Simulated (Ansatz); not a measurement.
A geometry of La away from equilibrium: step 3 of the relaxation of a relaxed La cell displaced along its unstable phonon at q = (½, ½, 0) of its primitive reciprocal cell (31i cm⁻¹), largest move 0.15 Å. Calculation: PBE (plane waves to 420 eV, PAW, scalar-relativistic; Ansatz, an electronic-structure program). Γ-centred k-mesh 5×5×5 on the run's cell (coarser than for final values), Fermi–Dirac smearing 0.05 eV.

```xyz
16
Lattice="13.2912 0.0000 0.0000 6.6456 6.6456 0.0000 0.0000 0.0000 6.5992" Properties=species:S:1:pos:R:3 pbc="T T T"
La     1.7057    -0.3549     3.2996
La     8.3513     0.3549     3.2996
La     4.9399     0.3549     3.2996
La    11.5855    -0.3549     3.2996
La    13.2912     3.3228     1.7629
La     6.6456     3.3228     1.5367
La    13.2912     3.3228     4.8363
La     6.6456     3.3228     5.0625
La     2.9679     1.6171     0.0000
La    10.3234     1.6171     0.0000
La    16.2591     5.0285     0.0000
La    10.3234     5.0285     0.0000
La     0.0000    -0.3633     0.0000
La     6.6456     0.3633     0.0000
La    16.2508     3.3228     3.2996
La    10.3317     3.3228     3.2996
```

Which atoms carry the largest force, and which way does it point?

0.32 eV/Å, on La5, La6, La7, La8 (atoms numbered as listed); on La6 its components are (0.00, 0.00, 0.32).

What is the pressure?

+0.2 GPa, compression positive.

How much energy per atom can still be gained by relaxing?

0.01 eV/atom; the path ends in P4₂/mnm (No. 136).

No spin polarisation in the result.

The run could not lose the symmetry of its start, so the end can be a saddle point.

The end of the path is a generated cell of La: the first start was made by placing the elements on the sites of a structure type, and the end was not matched to a known phase here, so it may be hypothetical. Known forms of La include space group No. 194.
